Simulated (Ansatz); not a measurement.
**Question.** BeS (NiAs type, P6_3/mmc) is relaxed with r²SCAN in the plane-wave PAW code Ansatz. What lattice parameters of the conventional cell result?

**Answer.** a = 3.300 Å, c = 5.255 Å.

**Question.** Is it a metal or does it have a gap at this level?

**Answer.** A gap of 1.80 eV, indirect.

The start of the workflow was typed in or built on a structure type; neither database checked (COD, Materials Project) lists it. COD files the formula under space group No. 216, so this cell is another polymorph or a model. Whether it is the stable phase at ambient conditions was not checked. The r²SCAN relaxation kept the symmetry of its start; whether a distortion lowers the energy is not shown.

Potentials: the earlier of the program's two PAW sets.
